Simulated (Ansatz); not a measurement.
CdS (zinc blende)

```xyz
4
Lattice="0.0000 5.9271 5.9271 2.9635 2.9635 5.9271 2.9635 2.9635 0.0000" Properties=species:S:1:pos:R:3 pbc="T T T"
S      4.4453     4.4453     4.4453
S      4.4453     7.4089     7.4089
Cd     0.0000     0.0000     0.0000
Cd     2.9635     5.9271     2.9635
```

A phonon eigenvector at X = (0.5, 0.5, 0.0) is frozen into this cell: atom i moves by Q times the vector below, so Q is the largest atomic displacement, in Å. The cell is held. It is one choice among 2 degenerate patterns. (q is in reciprocal vectors of the primitive cell; the cell shown is doubled to hold the pattern.)

```json
[
 {"atom": "S1", "x": "-0.650", "y": "0.000", "z": "0.000"},
 {"atom": "S2", "x": "0.650", "y": "0.000", "z": "0.000"},
 {"atom": "Cd3", "x": "0.000", "y": "-1.000", "z": "0.000"},
 {"atom": "Cd4", "x": "0.000", "y": "1.000", "z": "0.000"}
]
```

Calculation: PBE (plane waves to 420 eV, PAW, scalar-relativistic; Ansatz, a first-principles code). k mesh 10×10×10 (Γ-centred), Fermi-Dirac smearing 0.05 eV. Energies are smeared free energies. CdS was relaxed with its symmetry unable to fall. The PAW data are Ansatz's earlier set. ΔE is measured from the undisplaced structure.

| Q (Å) | ΔE (meV/cell) |
|---|---|
| -0.180 | 44.6 |
| -0.120 | 19.8 |
| -0.060 | 4.9 |
| 0.000 | 0.0 |
| 0.060 | 4.9 |
| 0.120 | 19.8 |
| 0.180 | 44.6 |

**Question.** Which DFPT wavenumber at X = (0.5, 0.5, 0.0) belongs to this mode?
A. 271 cm⁻¹
B. 141 cm⁻¹
C. 256 cm⁻¹
D. 54 cm⁻¹

**Answer.** D, 54 cm⁻¹. The curvature of the scan gives 54 cm⁻¹

(A displaced cell: forces are minus the slopes of the energy, force constants its curvatures, and phonons follow from these.)
